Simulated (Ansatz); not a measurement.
NbN (rock salt)

```
CELL_PARAMETERS angstrom
      0.00000     2.21063     2.21063
      2.21063     0.00000     2.21063
      2.21063     2.21063     0.00000
ATOMIC_POSITIONS crystal
  N  0.00000 0.00000 0.00000
  Nb 0.50000 0.50000 0.50000
```

E(V) scan at fixed shape, V₀ the volume above. Symmetry pins the atoms to their sites.

Level of theory: PBE (plane waves to 420 eV, PAW, scalar-relativistic; Ansatz, an electronic-structure program). k mesh 18×18×18 (Γ-centred), Fermi-Dirac smearing 0.05 eV. The energy includes the smearing's −TS. Stress and pressure are positive under compression. NbN is run without spin polarisation. NbN was relaxed with its symmetry unable to fall. This is a high-temperature form of NbN. ΔE is measured from the relaxed starting cell.

| a (Å) | ΔE (meV/atom) | P (GPa) |
|---|---|---|
| 4.1716 | 362 | 78.4 |
| 4.2153 | 238 | 60.1 |
| 4.2581 | 144 | 44.4 |
| 4.3001 | 77 | 30.8 |
| 4.3412 | 33 | 19.0 |
| 4.3816 | 8 | 8.8 |
| 4.4213 | 0 | 0.0 |
| 4.4602 | 7 | -7.6 |
| 4.4985 | 27 | -14.2 |
| 4.5361 | 58 | -19.9 |
| 4.5732 | 98 | -24.8 |
| 4.6096 | 146 | -29.1 |
| 4.6455 | 202 | -32.7 |

Key numbers:

Pressure at the smallest volume: 78.4 GPa
Energy cost of the largest compression: 362 meV/atom
Energy cost of the largest expansion: 202 meV/atom
Bulk modulus B₀ (third-order Birch-Murnaghan fit): 306 GPa
Pressure derivative B₀′ (fit): 4.4
Equilibrium volume of the fit: 10.80 Å³/atom
Pressure for 5 % compression (fit): 17.6 GPa

(Under strain, the slope of the energy per volume gives the stress and its curvature an elastic modulus.)
